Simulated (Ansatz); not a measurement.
Cs:
```xyz
1
Lattice="5.0415 0.0000 0.0000 0.0000 5.0415 0.0000 0.0000 0.0000 5.0415" Properties=species:S:1:pos:R:3 pbc="T T T"
Cs     0.0000     0.0000     0.0000
```

Relaxed with PBE. Special points in fractions of this cell's reciprocal vectors: Γ (0.000, 0.000, 0.000); X (0.000, 0.500, 0.000); M (0.500, 0.500, 0.000); R (0.500, 0.500, 0.500).

**Question.** List the band energies nearest the Fermi level at these points for PBE with spin–orbit coupling (plane waves, PAW; program Ansatz).

**Answer.** In eV from the Fermi level; about four levels below and three above (degenerate sets whole), none deeper than 8.9 eV; points with the same levels are listed once.

```csv
k,below,above
Γ,-1.62 -1.62,1.31 1.31 1.31 1.31
X,-0.25 -0.25,0.36 0.36 1.71 1.71
M,–,0.32 0.32 1.10 1.10
R,–,1.04 1.04 1.04 1.04
```

Space group Pm-3m (simple cubic). The cell is a constructed one: a structure type filled with these elements; neither database checked (COD, Materials Project) lists it. It is not the phase usual at ambient conditions (space group No. 229). The cell was relaxed with PBE under the symmetry of its start. At this level the phase is mechanically unstable.

Potentials: the later of the program's two PAW sets.
